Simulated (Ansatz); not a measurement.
NbCd₃ (Cu3Au type, space group No. 221), a = b = c = 4.3072 Å, α = β = γ = 90.00°.

This is the PBE-relaxed structure.

### Question
All from the program Ansatz at the PBE level (PAW), unless another level is named. Give the density of states at the Fermi level.

### Answer
0.44 states/eV per atom (mean over ±0.08 eV).

### Question
Predict the formation energy from the elements (no fitted shifts).

### Answer
0.13 eV/atom.

Space group Pm-3m (Cu3Au type). The workflow started from an entry of the Crystallography Open Database (COD). Its standing as an ambient phase is unchecked. Symmetry was held in the PBE relaxation; whether a distortion lowers the energy is not shown. The run is not spin-polarised. The references are the lowest solids computed at this level, not always the standard phases. Spin–orbit coupling is left out wherever it is not named.

Potentials: the later of the program's two PAW sets.
